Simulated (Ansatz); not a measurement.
## AlBRu3: computed property card

AlBRu3:
```yaml
crystal:
  lattice:
    - [4.02736, 0.00000, 0.00000]
    - [0.00000, 4.02736, 0.00000]
    - [0.00000, 0.00000, 4.02736]
  atoms:
    - { symbol: Al, position: [0.00000, 0.00000, 0.00000] }
    - { symbol: Ru, position: [0.00000, 0.50000, 0.50000] }
    - { symbol: Ru, position: [0.50000, 0.00000, 0.50000] }
    - { symbol: Ru, position: [0.50000, 0.50000, 0.00000] }
    - { symbol: B, position: [0.50000, 0.50000, 0.50000] }
```

Space group Pm-3m (No. 221), cubic perovskite; conventional cell a = b = c = 4.0274 Å, α = β = γ = 90.00°.

Method: r²SCAN in the plane-wave PAW code Ansatz. Geometry: relaxed at this level of theory. Other levels are named where they apply.

**Cell and energy**

```json
{
  "volume_per_atom": "13.06 Å³",
  "density": "8.67 g/cm³",
  "Formation energy from the elements (no fitted shifts)": "-0.11 eV/atom"
}
```

**Electronic structure**

```json
{
 "electronic_character": "metallic (no gap)",
 "Density of states at the Fermi level": "1.3 states/eV per atom (mean over ±0.08 eV)",
 "Gap with spin–orbit coupling": "none (metallic)"
}
```

**Mechanics**

```json
{
  "Bulk modulus (Birch–Murnaghan fit)": "242 GPa",
  "Pressure derivative B′": "4.5",
  "Elastic constants (relaxed ions, GPa)": "C11 = 485, C12 = 121, C44 = 77.5",
  "mechanical_stability": "stable (all eigenvalues of C positive)",
  "hill_bulk_and_shear_moduli": "243 and 110 GPa",
  "Young's modulus": "287 GPa",
  "Poisson's ratio": "0.30",
  "debye_temperature_from_the_elastic_constants": "503 K"
}
```

**Charges**

```json
{
  "bader_charges": "Al +1.63, Ru -0.48, B -0.18 e"
}
```

The start of the workflow was typed in or built on a structure type; neither database checked (COD, Materials Project) lists it. Whether it is the stable phase at ambient conditions was not checked. The cell was relaxed with r²SCAN under the symmetry of its start; its stability against distortions is not shown here. No spin polarisation was allowed. The volume moved by -15 % from the start of the relaxation. As this level gives no gap, shear constants depend on the k-mesh and smearing (Fermi–Dirac, 0.1 eV here). The references are the lowest solids computed at this level, not always the standard phases. Spin–orbit coupling is left out wherever it is not named.

Potentials: the earlier of the program's two PAW sets.
